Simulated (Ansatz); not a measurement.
Theory: DFT PBE, scalar-relativistic, plane waves, PAW in Ansatz. All cells share a 420 eV cutoff and Γ-centred k meshes spaced at most about 0.3 Å⁻¹ (2π included). No spin polarisation in the final relaxations.

The zero of energy is the elements' standard structures at the same level; no fitted shifts are applied. The references include black phosphorus.

A relaxed structure of Al2Ga3P5 has 20.88 Å³/atom, −0.512 eV/atom against the elements, a gap of 1.58 eV on its mesh:

```cif
data_structure
_symmetry_space_group_name_H-M 'I-4m2'
_symmetry_Int_Tables_number 119
_cell_length_a 3.8940
_cell_length_b 3.8940
_cell_length_c 27.5341
_cell_angle_alpha 90.000
_cell_angle_beta 90.000
_cell_angle_gamma 90.000
_cell_volume 417.51
loop_
_atom_site_label
_atom_site_type_symbol
_atom_site_symmetry_multiplicity
_atom_site_Wyckoff_symbol
_atom_site_fract_x
_atom_site_fract_y
_atom_site_fract_z
_atom_site_occupancy
Al1 Al 4 e 0.50000 0.50000 0.20000 1
Ga1 Ga 4 e 0.50000 0.50000 0.40001 1
Ga2 Ga 2 b 0.50000 0.50000 0.00000 1
P1 P 4 f 0.00000 0.50000 0.04998 1
P2 P 4 f 0.50000 0.00000 0.15021 1
P3 P 2 c 0.00000 0.50000 0.25000 1
```

Q: As takes the place of P on the same sites, and the cell is relaxed. What changes?

A: Al2Ga3As5 has a = 4.058 Å, c = 28.698 Å: 23.62 Å³/atom, −0.405 eV/atom against the elements, a gap of 0.73 eV on its mesh. The volume per atom changes by +13.2 % and the formation energy by +0.107 eV/atom (from unrounded values). The gap narrows by 0.85 eV. Covalent radii: P 1.07 Å, As 1.19 Å; electronegativities 2.19 and 2.18. The cell follows the size of the atom. Al has 4 As at 2.48 Å; Ga on a site of symmetry 2mm has 4 As at 2.49 Å; Ga on a site of symmetry -4m2 has 4 As at 2.49 Å; As on a site of symmetry 2mm has 2 Al at 2.48 Å and 2 Ga at 2.49 Å; 2 more sites not described.

```
CELL_PARAMETERS angstrom
-2.02879 2.02879 14.34902
2.02879 -2.02879 14.34902
2.02879 2.02879 -14.34902
ATOMIC_POSITIONS crystal
Al 0.70015 0.70015 0.00000
Al 0.29985 0.29985 0.00000
Ga 0.89981 0.89981 0.00000
Ga 0.50000 0.50000 0.00000
Ga 0.10019 0.10019 0.00000
As 0.34952 0.84952 0.50000
As 0.94991 0.44991 0.50000
As 0.55009 0.05009 0.50000
As 0.15048 0.65048 0.50000
As 0.75000 0.25000 0.50000
```

The two cells were relaxed from separate starts that ended on the same group and sites; neither need be the stable form of its compound. Kohn–Sham gaps at this level usually fall short of measured ones. The reference forms of As and P are held partly by dispersion forces, which this level lacks. Cells relaxed within their symmetry can be saddle points.
